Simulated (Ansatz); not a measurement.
Relaxing a structure of WC

The start is a generated trial cell of WC in the TiAs structure type. A full variable-cell relaxation at zero pressure is run with PBE (plane waves to 420 eV, PAW, scalar-relativistic; Ansatz, a program for electronic structure). The first steps use a coarse 8×8×2 k-mesh.

Input geometry:
```
WC
1.0
    3.30132     0.00000     0.00000
   -1.65066     2.85902     0.00000
    0.00000     0.00000    11.13740
W C
4 4
Cartesian
  0.00000   1.90602   1.39218
  1.65066   0.95301   6.96088
  1.65066   0.95301   9.74523
  0.00000   1.90602   4.17653
  0.00000   0.00000   0.00000
  0.00000   0.00000   5.56870
  0.00000   1.90602   8.35305
  1.65066   0.95301   2.78435
```

Task: What pressure does the first self-consistent step give?

Result: -47 GPa (negative: the cell is under tension).

Task: How much energy is released per atom?

Result: 0.48 eV/atom.

Task: How does the volume per atom move from start to end?

Result: -19.5 %, from 13.14 to 10.58 Å³/atom.

Task: How do the shortest distances between atoms change?

Result: The closest pairs of elements (up to four, under 3.6 Å), start → end: C–W 2.36 → 2.18 Å; W–W 2.78 → 2.81 Å; C–C 3.30 → 2.99 Å.

Task: What band gap does the relaxed structure have at this level?

Result: No gap (metallic).

Task: Write out the relaxed structure.

Result: 
Space group P6₃/mmc (No. 194); a = 2.9870 Å, b = 2.9870 Å, c = 10.9560 Å, α = 90.00°, β = 90.00°, γ = 120.00°

```csv
atom,site,symmetry,x,y,z
W,4f,3m.,0.3333,0.6667,0.1217
C,2a,-3m.,0.0000,0.0000,0.0000
C,2d,-6m2,0.6667,0.3333,0.2500
```

The space group stays P6₃/mmc (No. 194) (the run could not lower it); the end is AFLOW prototype AB_hP8_194_ad_f (B_i, as in TiAs), with 8 atoms in the primitive cell. Final values are on a 18×18×5 k-mesh of the relaxed cell. No spin polarisation in the result.

The run could not lose the symmetry of its start: the end is stationary, and may be a saddle point rather than a minimum.

The relaxed structure here is a generated cell of WC: the first start was made by placing the elements on the sites of a structure type, and the end was not matched to a known phase here, so it may be hypothetical. Known forms of WC include space group No. 187.
